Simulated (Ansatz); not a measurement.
**Computed properties of CoO**

CoO:
```cif
data_Co2O2
_chemical_formula_sum 'Co2 O2'
_space_group_name_H-M_alt 'P 1'
_space_group_IT_number 1
_cell_length_a 2.74815
_cell_length_b 2.74815
_cell_length_c 5.35073
_cell_angle_alpha 90.000
_cell_angle_beta 90.000
_cell_angle_gamma 120.000
loop_
_space_group_symop_operation_xyz
  'x, y, z'
loop_
_atom_site_label
_atom_site_type_symbol
_atom_site_fract_x
_atom_site_fract_y
_atom_site_fract_z
_atom_site_occupancy
Co1 Co 0.00000 0.00000 0.00000 1
Co2 Co 0.00000 0.00000 0.50000 1
O1 O 0.33333 0.66667 0.25000 1
O2 O 0.66667 0.33333 0.75000 1
```
The run is spin-polarised; directions of the spins, atom by atom: ↑ ↓ 0 0.

Space group P6_3/mmc (No. 194), NiAs type; conventional cell a = 2.748 Å, b = 2.748 Å, c = 5.351 Å, α = 90.00°, β = 90.00°, γ = 120.00°.

Method: the program Ansatz at the PBEsol level (PAW). The cell and atoms are relaxed at this level. Other levels are named where they apply.

**Cell and energy**

```yaml
volume_per_atom: 8.75 Å³
density: 7.11 g/cm³
Formation energy from the elements (no fitted shifts): -0.60 eV/atom
```

**Electronic structure**

```yaml
electronic_character: metallic (no gap)
Density of states at the Fermi level: 0.95 states/eV per atom (mean over ±0.08 eV)
```

**Magnetism**

```yaml
magnetic_order: antiferromagnetic
net_moment: 0.00 μB per atom
```

**Mechanics**

```yaml
Bulk modulus (Birch–Murnaghan fit): 2090 kbar
Pressure derivative B′: 4.3
```

The start of the workflow was typed in or built on a structure type; neither database checked (COD, Materials Project) lists it. It is not the phase usual at ambient conditions (space group No. 225). The PBEsol relaxation kept the symmetry of its start, as lowered by the spin order; whether a distortion lowers the energy is not shown. The final state is antiferromagnetic, chosen from 5 collinear starts compared on coarse meshes (ties went to the first, and starts can fall back to one state), not a proven ground state. No Hubbard U is applied. The compound may be a true metal, but semilocal functionals without U, or a wrong spin order, can also close a gap. Point labels and valley counts follow the cell and symmetry of the run, lower than the named group. The references are the lowest solids computed at this level, not always the standard phases (solids in place of the gases).

Potentials: the later of the program's two PAW sets.
